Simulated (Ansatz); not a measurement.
Pd (fcc (Cu type)), relaxed with PBEsol (Ansatz, an electronic-structure program, plane waves, PAW): a = 3.8748 Å, b = 3.8748 Å, c = 3.8748 Å, α = 90.00°, β = 90.00°, γ = 90.00°.

Task: The same phase is relaxed and computed with LDA in the same code. What is the cell now?

Result: a = 3.839 Å, b = 3.839 Å, c = 3.839 Å, α = 90.00°, β = 90.00°, γ = 90.00°.

All cells were relaxed under the symmetry of their starts (and spin orders); stability against distortions was not tested throughout. Rows with no word on spin ran without spin polarisation. Scalar-relativistic: spin–orbit coupling is off unless named, which matters more the heavier the elements.

Potentials: the earlier of the program's two PAW sets.

Ansatz is a plane-wave DFT program.
